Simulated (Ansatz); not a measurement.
**CaSn2Sb4: relaxation (Ansatz)**

Run with:

```bash
ansatz run input.yaml --threads 2 --pin off --max-ram 2560MiB --backend cpu --events-out ev --progress --plain --runs-dir out
```

Input:

```yaml
crystal:
  lattice:
    - [3.972187, 0.0, 0.0]
    - [1.986093, -6.582686, 0.0]
    - [0.0, 0.0, -12.516779]
  atoms:
    - { symbol: Sn, position: [0.3652, 0.2696, 0.9275] }
    - { symbol: Sn, position: [0.6348, 0.7304, 0.4275] }
    - { symbol: Sn, position: [0.6348, 0.7304, 0.0725] }
    - { symbol: Sn, position: [0.3652, 0.2696, 0.5725] }
    - { symbol: Ca, position: [0.1076, 0.7848, 0.75] }
    - { symbol: Ca, position: [0.8924, 0.2152, 0.25] }
    - { symbol: Sb, position: [0.287, 0.426, 0.372] }
    - { symbol: Sb, position: [0.713, 0.574, 0.872] }
    - { symbol: Sb, position: [0.713, 0.574, 0.628] }
    - { symbol: Sb, position: [0.287, 0.426, 0.128] }
    - { symbol: Sb, position: [0.0, 0.0, 0.0] }
    - { symbol: Sb, position: [0.0, 0.0, 0.5] }
    - { symbol: Sb, position: [0.461, 0.078, 0.75] }
    - { symbol: Sb, position: [0.539, 0.922, 0.25] }
  symmetry: { tolerance: 0.0003 }
kpoints:
  mp_grid: { grid: [6, 6, 2], shift: [0, 0, 0] }
magnetization:
  spin_polarized: false
scf:
  occupations: { method: fermi_dirac }
  lower_state_search: "off"
hamiltonian:
  pseudopotentials: { kind: paw }
  xc: r2scan
basis:
  ecutwfc: 500
  fft_grid_basis: typed
relax:
  max_steps: 60
output:
  forces: true
  stress: true
  eigenvalues: true
  populations: true
  elf: true
  write_potential: true
  volumetric_format: npy
  dos:
    e_range: [-12, 8]
    de: 0.05
    projected: { site_lists: { Ca: [Ca], Sb: [Sb], Sn: [Sn] } }
  write_density: true
  bader: false
checkpoint:
  read: saved_state
```

Origin of the cell: a known structure type with other elements, at an estimated volume, so it need not be a known compound.

The smearing width isn't typed, so it takes its default of 0.1 eV.

The saved state is a converged single point of the same cell.

Steps:

```csv
step,ΔF (meV/atom),max force component (eV/Å),SCF iterations,step was
1,0.0,1.741,7,accepted
2,-31.9,1.144,6,accepted
3,-50.3,0.142,5,accepted
4,-51.1,0.051,6,accepted
5,-51.6,0.026,7,accepted
6,-51.6,0.003,6,accepted
```

Step 1, with forces in eV/Å:

```xyz
14
Lattice="3.972 0.000 0.000 1.986 -6.583 0.000 0.000 0.000 -12.517" Properties=species:S:1:pos:R:3:forces:R:3 pbc="T T T" step=1
Sn    1.986   -1.775  -11.609    0.000   -1.741   -0.263
Sn    3.972   -4.808   -5.351    0.000    1.741   -0.263
Sn    3.972   -4.808   -0.907    0.000    1.741    0.263
Sn    1.986   -1.775   -7.166    0.000   -1.741    0.263
Ca    1.986   -5.166   -9.388    0.000    0.204    0.000
Ca    3.972   -1.417   -3.129    0.000   -0.204    0.000
Sb    1.986   -2.804   -4.656    0.000   -1.040   -0.024
Sb    3.972   -3.778  -10.915    0.000    1.040   -0.024
Sb    3.972   -3.778   -7.861    0.000    1.040    0.024
Sb    1.986   -2.804   -1.602    0.000   -1.040    0.024
Sb    0.000    0.000    0.000    0.000    0.000    0.000
Sb    0.000    0.000   -6.258    0.000    0.000    0.000
Sb    1.986   -0.513   -9.388    0.000    0.198    0.000
Sb    3.972   -6.069   -3.129    0.000   -0.198    0.000
```

Step 2, with forces in eV/Å:

```xyz
14
Lattice="3.972 0.000 0.000 1.986 -6.583 0.000 0.000 0.000 -12.517" Properties=species:S:1:pos:R:3:forces:R:3 pbc="T T T" step=2
Sn    1.986   -1.969  -11.631    0.000    1.144   -0.136
Sn    3.972   -4.613   -5.373    0.000   -1.144   -0.136
Sn    3.972   -4.613   -0.886    0.000   -1.144    0.136
Sn    1.986   -1.969   -7.144    0.000    1.144    0.136
Ca    1.986   -5.122   -9.388    0.000   -0.107    0.000
Ca    3.972   -1.461   -3.129    0.000    0.107    0.000
Sb    1.986   -2.958   -4.631    0.000    0.772    0.679
Sb    3.972   -3.625  -10.890    0.000   -0.772    0.679
Sb    3.972   -3.625   -7.886    0.000   -0.772   -0.679
Sb    1.986   -2.958   -1.627    0.000    0.772   -0.679
Sb    0.000    0.000    0.000    0.000    0.000    0.000
Sb    0.000    0.000   -6.258    0.000    0.000    0.000
Sb    1.986   -0.555   -9.388    0.000    0.276    0.000
Sb    3.972   -6.028   -3.129    0.000   -0.276    0.000
```

Step 3, with forces in eV/Å:

```xyz
14
Lattice="3.972 0.000 0.000 1.986 -6.583 0.000 0.000 0.000 -12.517" Properties=species:S:1:pos:R:3:forces:R:3 pbc="T T T" step=3
Sn    1.986   -1.910  -11.645    0.000    0.091   -0.098
Sn    3.972   -4.673   -5.387    0.000   -0.091   -0.098
Sn    3.972   -4.673   -0.872    0.000   -0.091    0.098
Sn    1.986   -1.910   -7.130    0.000    0.091    0.098
Ca    1.986   -5.156   -9.388    0.000   -0.113    0.000
Ca    3.972   -1.427   -3.129    0.000    0.113    0.000
Sb    1.986   -2.915   -4.591    0.000   -0.065   -0.142
Sb    3.972   -3.667  -10.849    0.000    0.065   -0.142
Sb    3.972   -3.667   -7.926    0.000    0.065    0.142
Sb    1.986   -2.915   -1.668    0.000   -0.065    0.142
Sb    0.000    0.000    0.000    0.000    0.000    0.000
Sb    0.000    0.000   -6.258    0.000    0.000    0.000
Sb    1.986   -0.553   -9.388    0.000    0.077    0.000
Sb    3.972   -6.030   -3.129    0.000   -0.077    0.000
```

Step 4, with forces in eV/Å:

```xyz
14
Lattice="3.972 0.000 0.000 1.986 -6.583 0.000 0.000 0.000 -12.517" Properties=species:S:1:pos:R:3:forces:R:3 pbc="T T T" step=4
Sn    1.986   -1.885  -11.649    0.000   -0.023   -0.051
Sn    3.972   -4.698   -5.390    0.000    0.023   -0.051
Sn    3.972   -4.698   -0.868    0.000    0.023    0.051
Sn    1.986   -1.885   -7.127    0.000   -0.023    0.051
Ca    1.986   -5.138   -9.388    0.000    0.004    0.000
Ca    3.972   -1.445   -3.129    0.000   -0.004    0.000
Sb    1.986   -2.934   -4.607    0.000   -0.042    0.046
Sb    3.972   -3.649  -10.865    0.000    0.042    0.046
Sb    3.972   -3.649   -7.910    0.000    0.042   -0.046
Sb    1.986   -2.934   -1.652    0.000   -0.042   -0.046
Sb    0.000    0.000    0.000    0.000    0.000    0.000
Sb    0.000    0.000   -6.258    0.000    0.000    0.000
Sb    1.986   -0.529   -9.388    0.000   -0.010    0.000
Sb    3.972   -6.053   -3.129    0.000    0.010    0.000
```

Step 5, with forces in eV/Å:

```xyz
14
Lattice="3.972 0.000 0.000 1.986 -6.583 0.000 0.000 0.000 -12.517" Properties=species:S:1:pos:R:3:forces:R:3 pbc="T T T" step=5
Sn    1.986   -1.881  -11.667    0.000    0.005   -0.026
Sn    3.972   -4.702   -5.409    0.000   -0.005   -0.026
Sn    3.972   -4.702   -0.849    0.000   -0.005    0.026
Sn    1.986   -1.881   -7.108    0.000    0.005    0.026
Ca    1.986   -5.149   -9.388    0.000    0.014    0.000
Ca    3.972   -1.434   -3.129    0.000   -0.014    0.000
Sb    1.986   -2.953   -4.594    0.000    0.002    0.018
Sb    3.972   -3.630  -10.853    0.000   -0.002    0.018
Sb    3.972   -3.630   -7.922    0.000   -0.002   -0.018
Sb    1.986   -2.953   -1.664    0.000    0.002   -0.018
Sb    0.000    0.000    0.000    0.000    0.000    0.000
Sb    0.000    0.000   -6.258    0.000    0.000    0.000
Sb    1.986   -0.544   -9.388    0.000   -0.001    0.000
Sb    3.972   -6.039   -3.129    0.000    0.001    0.000
```

Step 6, with forces in eV/Å:

```xyz
14
Lattice="3.972 0.000 0.000 1.986 -6.583 0.000 0.000 0.000 -12.517" Properties=species:S:1:pos:R:3:forces:R:3 pbc="T T T" step=6
Sn    1.986   -1.878  -11.676    0.000    0.001    0.000
Sn    3.972   -4.705   -5.417    0.000   -0.001    0.000
Sn    3.972   -4.705   -0.841    0.000   -0.001    0.000
Sn    1.986   -1.878   -7.100    0.000    0.001    0.000
Ca    1.986   -5.150   -9.388    0.000    0.002    0.000
Ca    3.972   -1.432   -3.129    0.000   -0.002    0.000
Sb    1.986   -2.960   -4.590    0.000   -0.001   -0.001
Sb    3.972   -3.623  -10.848    0.000    0.001   -0.001
Sb    3.972   -3.623   -7.927    0.000    0.001    0.001
Sb    1.986   -2.960   -1.669    0.000   -0.001    0.001
Sb    0.000    0.000    0.000    0.000    0.000    0.000
Sb    0.000    0.000   -6.258    0.000    0.000    0.000
Sb    1.986   -0.548   -9.388    0.000   -0.003    0.000
Sb    3.972   -6.034   -3.129    0.000    0.003    0.000
```

```yaml
Free_energy_lowered_by: 51.6 meV/atom
Final_pressure: 24.31 GPa
Relaxation_steps_listed: 6
Gap_on_the_mesh: none (metal)
```

Caveats: no spin-orbit coupling, though heavy elements are present; the SCF threshold is looser than advised for a stress; the relaxation held the start's symmetry, so the end may be a saddle point.

Time: 16 min on 2 threads of Arm Neoverse N1, with other jobs on the host, peak memory 2.1 GiB, from a saved density.
